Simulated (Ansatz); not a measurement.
# Eigenvalues along a path: CsCd (CsCl type)

```xyz
2
Lattice="4.7319 0.0000 0.0000 0.0000 4.7319 0.0000 0.0000 0.0000 4.7319" Properties=species:S:1:pos:R:3 pbc="T T T"
Cs    0.0000    0.0000    0.0000
Cd    2.3659    2.3659    2.3659
```

The cell comes from a relaxation on PAW files under the same functional, begun from a prototype that needn't be the stable phase.

Level of theory: DFT with PBE, scalar-relativistic, in Ansatz 0.2.0; a Γ-centred 8×8×8 k mesh, Fermi–Dirac smearing of 0.05 eV, no spin polarisation. LAPW: all electrons, basis error target 0.5 meV/atom.

Spin–orbit coupling is left out, which matters for the heavy atoms.

Path points, in fractions of the reciprocal vectors: Γ (0.000, 0.000, 0.000), X (0.000, 0.500, 0.000), M (0.500, 0.500, 0.000), R (0.500, 0.500, 0.500). The distance column jumps between branches of the path. Levels in eV from the Fermi level; bands 13 to 25, counted from the lowest band of the run. The gap is zero, the pressure -0.01 GPa.

```
# k(1/Å) point b13 b14 b15 b16 b17 b18 b19 b20 b21 b22 b23 b24 b25
0.000 Γ -23.17 -9.89 -9.89 -9.89 -8.96 -8.96 -8.94 -8.94 -8.94 -4.42 1.70 1.70 2.86
0.095 - -23.17 -9.91 -9.89 -9.89 -8.96 -8.96 -8.93 -8.93 -8.93 -4.37 1.57 1.72 2.77
0.190 - -23.16 -9.96 -9.89 -9.89 -8.96 -8.95 -8.93 -8.93 -8.93 -4.25 1.16 1.78 2.66
0.285 - -23.16 -10.03 -9.89 -9.89 -8.96 -8.94 -8.93 -8.92 -8.92 -4.06 0.57 1.88 2.48
0.379 - -23.16 -10.11 -9.89 -9.89 -8.96 -8.93 -8.93 -8.92 -8.92 -3.81 -0.03 2.00 2.29
0.474 - -23.15 -10.18 -9.89 -9.89 -8.96 -8.93 -8.92 -8.91 -8.91 -3.54 -0.57 2.12 2.14
0.569 - -23.15 -10.22 -9.89 -9.89 -8.96 -8.93 -8.92 -8.91 -8.91 -3.31 -0.96 2.04 2.04
0.664 X -23.15 -10.24 -9.89 -9.89 -8.96 -8.93 -8.91 -8.91 -8.91 -3.21 -1.12 2.01 2.01
0.759 - -23.15 -10.23 -9.90 -9.89 -8.96 -8.93 -8.91 -8.91 -8.91 -3.21 -1.06 1.89 2.04
0.854 - -23.15 -10.22 -9.94 -9.88 -8.96 -8.94 -8.92 -8.91 -8.91 -3.21 -0.90 1.61 2.15
0.948 - -23.15 -10.21 -10.00 -9.87 -8.95 -8.94 -8.93 -8.92 -8.91 -3.20 -0.65 1.28 2.33
1.043 - -23.14 -10.19 -10.05 -9.86 -8.95 -8.94 -8.94 -8.93 -8.91 -3.20 -0.32 0.98 2.40
1.138 - -23.14 -10.17 -10.11 -9.84 -8.95 -8.95 -8.94 -8.94 -8.91 -3.20 0.04 0.76 2.16
1.233 - -23.14 -10.16 -10.14 -9.84 -8.96 -8.95 -8.95 -8.94 -8.90 -3.20 0.39 0.61 1.84
1.328 M -23.14 -10.16 -10.16 -9.83 -8.96 -8.95 -8.95 -8.94 -8.90 -3.20 0.56 0.56 1.67
1.462 - -23.14 -10.15 -10.14 -9.84 -8.96 -8.95 -8.94 -8.94 -8.90 -3.20 0.32 0.60 1.98
1.596 - -23.14 -10.13 -10.11 -9.85 -8.95 -8.95 -8.94 -8.93 -8.91 -3.26 0.05 0.70 2.43
1.730 - -23.15 -10.09 -10.06 -9.87 -8.95 -8.94 -8.93 -8.92 -8.92 -3.46 0.11 0.86 2.51
1.864 - -23.15 -10.04 -10.00 -9.88 -8.95 -8.94 -8.94 -8.93 -8.92 -3.78 0.52 1.07 2.47
1.999 - -23.16 -9.97 -9.95 -9.89 -8.96 -8.95 -8.94 -8.93 -8.92 -4.10 1.15 1.31 2.31
2.133 - -23.16 -9.92 -9.91 -9.89 -8.96 -8.96 -8.94 -8.93 -8.93 -4.33 1.57 1.64 2.46
2.267 Γ -23.17 -9.89 -9.89 -9.89 -8.96 -8.96 -8.94 -8.94 -8.94 -4.42 1.70 1.70 2.86
2.431 - -23.16 -9.92 -9.91 -9.91 -8.96 -8.96 -8.93 -8.93 -8.93 -4.29 1.58 1.58 2.16
2.595 - -23.16 -9.97 -9.95 -9.95 -8.95 -8.95 -8.93 -8.93 -8.93 -3.96 1.33 1.33 1.35
2.760 - -23.15 -10.02 -10.00 -10.00 -8.94 -8.94 -8.94 -8.92 -8.92 -3.55 0.97 0.98 0.98
2.924 - -23.14 -10.06 -10.06 -10.06 -8.95 -8.93 -8.93 -8.91 -8.91 -3.18 0.54 0.54 1.01
3.088 - -23.13 -10.10 -10.10 -10.10 -8.94 -8.91 -8.91 -8.90 -8.90 -2.85 0.12 0.12 0.86
3.252 - -23.12 -10.14 -10.14 -10.13 -8.91 -8.90 -8.90 -8.90 -8.90 -2.48 -0.17 -0.17 0.14
3.417 R -23.12 -10.15 -10.15 -10.15 -8.90 -8.90 -8.89 -8.89 -8.89 -2.27 -0.28 -0.28 -0.28
3.551 - -23.12 -10.15 -10.14 -10.14 -8.90 -8.90 -8.90 -8.90 -8.90 -2.42 -0.21 -0.21 0.02
3.685 - -23.13 -10.16 -10.10 -10.09 -8.93 -8.91 -8.91 -8.90 -8.90 -2.71 -0.08 0.00 0.71
3.819 - -23.13 -10.17 -10.05 -10.03 -8.95 -8.93 -8.92 -8.91 -8.90 -2.95 -0.06 0.34 1.52
3.953 - -23.14 -10.19 -10.00 -9.97 -8.95 -8.94 -8.94 -8.91 -8.90 -3.11 -0.32 0.78 2.12
4.087 - -23.15 -10.21 -9.94 -9.93 -8.95 -8.94 -8.94 -8.91 -8.91 -3.19 -0.71 1.29 2.20
4.222 - -23.15 -10.23 -9.90 -9.90 -8.96 -8.93 -8.92 -8.91 -8.91 -3.21 -1.01 1.78 2.07
4.356 X -23.15 -10.24 -9.89 -9.89 -8.96 -8.93 -8.91 -8.91 -8.91 -3.21 -1.12 2.01 2.01
5.295 R -23.12 -10.15 -10.15 -10.15 -8.90 -8.90 -8.89 -8.89 -8.89 -2.27 -0.28 -0.28 -0.28
5.389 - -23.12 -10.15 -10.15 -10.14 -8.90 -8.90 -8.90 -8.90 -8.90 -2.35 -0.24 -0.24 -0.12
5.484 - -23.13 -10.15 -10.15 -10.10 -8.91 -8.90 -8.90 -8.90 -8.90 -2.54 -0.14 -0.14 0.28
5.579 - -23.13 -10.15 -10.15 -10.04 -8.92 -8.92 -8.92 -8.92 -8.90 -2.75 0.01 0.01 0.85
5.674 - -23.13 -10.15 -10.15 -9.97 -8.93 -8.93 -8.93 -8.93 -8.90 -2.94 0.19 0.19 1.52
5.769 - -23.13 -10.15 -10.15 -9.90 -8.94 -8.94 -8.94 -8.94 -8.90 -3.08 0.37 0.37 2.02
5.864 - -23.14 -10.15 -10.15 -9.85 -8.96 -8.95 -8.95 -8.94 -8.90 -3.17 0.51 0.51 1.76
5.959 M -23.14 -10.16 -10.16 -9.83 -8.96 -8.95 -8.95 -8.94 -8.90 -3.20 0.56 0.56 1.67
```
